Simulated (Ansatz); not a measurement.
SnO (litharge type, space group P4/nmm)

```yaml
crystal:
  lattice:
    - [3.79339, 0.00000, 0.00000]
    - [0.00000, 3.79339, 0.00000]
    - [0.00000, 0.00000, 4.76431]
  atoms:
    - { symbol: Sn, position: [0.50000, 0.00000, 0.24059] }
    - { symbol: Sn, position: [0.00000, 0.50000, 0.75941] }
    - { symbol: O, position: [0.00000, 0.00000, 0.00000] }
    - { symbol: O, position: [0.50000, 0.50000, 0.00000] }
```

The slice is a (010) plane (indices of the conventional cell) through the point (0.000, 0.500, 0.759) (fractional), spanned by u = [100] and v = [001] in vectors of this cell: u (3.79 Å) and v (4.76 Å, at 90° to u). It covers one period; positions are fractions (u, v).

The numbers are results of r2SCAN+rVV10 (plane waves to 500 eV, PAW, scalar-relativistic; Ansatz, a quantum-chemistry and plane-wave program), not measurements. k mesh 9×9×7. These are valence fields of a PAW run, semicore shells included where kept as valence: close to a nucleus they are smooth pseudo fields. At this level the bands of SnO touch or barely overlap; measurements give the solid a gap. SnO was relaxed with its symmetry unable to fall.

Q: What is the valence density on the shortest Sn–O line in this plane (2.22 Å), at its midpoint?

A: 0.47 e/Å³.

Q: What is the ELF at the midpoint of the shortest Sn–O line in this plane (2.22 Å)?

A: 0.2.

Q: Predict the map of the electron localisation function (ELF) on the slice.

A: 
```
|xxx .--::........::--. xx|
|xx .:-=-:..    ..:-=-:. x|
|  .:-===-:.    .:-===-:. |
|..:-=====-.    .-=====-:.|
|--==+++++-.    .-+++++==-|
|=++++***+-.    .-+***++++|
|++***##*=:.    .:=*##***+|
|####%%#+-.      .-+#%%###|
|%%%%%#*=:.      .:=*#%%%%|
|@@@%#*=:.        .:=*#%@@|
|%%%#+=:.          .:=+#%%|
|#**=-:.            .:-=**|
|=--:.                .:--|
|...                    ..|
|            ..           |
|         ..::::..        |
|       ..:-====-:..      |
|      .:-+**##**+-:.     |
|     .:=+#%%%%%%#+=:.    |
|     .-+#%@@@@@@%#+-.    |
|    .:=#%@@@@@@@@%#=:.   |
|    .-+#@@@%xx%@@@#+-.   |
|    .-*%@@@xxxx@@@%*-.   |
|.....-*%@@xxxxxx@@%*-....|
|::...:+%@@xxxxxx@@%+:...:|
|:::..:=#@@@xxxx@@@#=:..::|
|::::..:*%@@@%%@@@%*:..:::|
|..:::.:=#@@@@@@@@#=:.:::.|
|   .::.:+#%@@@@%#+:.::.  |
|xx  :::.-+#%%%%#+-.:::  x|
|xxx .::.:-=+**+=-:.::. xx|
|xxx .--:..:----:..:--. xx|
```
Scale: ten equal steps from 0.01 (start of ' ') to 0.83 (end of '@'), in the order ' .:-=+*#%@'. Values: electron localisation function (ELF). The map has 25 points along u (one character each, u = 0 at the left) and 32 along v (v = 0 in the bottom row). Points within 0.4 Å of a nucleus are blanked (x), as the pseudised field means little there.
